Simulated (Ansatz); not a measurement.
Computed with DFT PBE, scalar-relativistic, plane waves, PAW (Ansatz 0.2.0). Settings: cutoff 420 eV, Γ-centred meshes spaced at most about 0.3 Å⁻¹, and about 0.25 Å⁻¹ or finer for metals (2π included), Gaussian smearing. Collinear spin in cells that started with moments and kept them past the coarse steps, no spin elsewhere.

Temperature and zero-point effects are left out.

Compare these two cells of AlO2, each relaxed at this level.

A. (site moments O 0.3 (×2) μB)

```cif
data_structure
_symmetry_space_group_name_H-M 'P4/mmm'
_symmetry_Int_Tables_number 123
_cell_length_a 3.5284
_cell_length_b 3.5284
_cell_length_c 5.4144
_cell_angle_alpha 90.000
_cell_angle_beta 90.000
_cell_angle_gamma 90.000
_cell_volume 67.41
loop_
_atom_site_label
_atom_site_type_symbol
_atom_site_symmetry_multiplicity
_atom_site_Wyckoff_symbol
_atom_site_fract_x
_atom_site_fract_y
_atom_site_fract_z
_atom_site_occupancy
Al1 Al 1 c 0.50000 0.50000 0.00000 1
O1 O 2 f 0.50000 0.00000 0.00000 1
```

B. (site moments O 0.5 (×2) μB)

```cif
data_structure
_symmetry_space_group_name_H-M 'I4/mmm'
_symmetry_Int_Tables_number 139
_cell_length_a 2.5759
_cell_length_b 2.5759
_cell_length_c 10.7554
_cell_angle_alpha 90.000
_cell_angle_beta 90.000
_cell_angle_gamma 90.000
_cell_volume 71.37
loop_
_atom_site_label
_atom_site_type_symbol
_atom_site_symmetry_multiplicity
_atom_site_Wyckoff_symbol
_atom_site_fract_x
_atom_site_fract_y
_atom_site_fract_z
_atom_site_occupancy
Al1 Al 2 a 0.00000 0.00000 0.00000 1
O1 O 4 e 0.50000 0.50000 0.09259 1
```

Question: Which is lower in energy, and by how much?

Answer: A is lower, by 0.35 eV/atom. A has space group P4/mmm (No. 123), 22.5 Å³/atom and no gap on its mesh; B has space group I4/mmm (No. 139), 11.9 Å³/atom and no gap. Counting O atoms around Al (those within 1.25 times the shortest such distance or 1.15 times the sum of covalent radii), A has Al 4 and B has Al 8. Both come from invented guesses. The part of the Crystallography Open Database at hand lists AlO2 in space group No. 62, which no cell shown has.

No dispersion correction is applied, so the spacing and binding between layers, chains or molecules are poorly described (P4/mmm, I4/mmm), and this can change margins and order among such cells. The magnetic state reached may not be the lowest. Cells relaxed within their symmetry can be saddle points. Some types were kept out of the candidates beforehand, so the set may lack a known form.
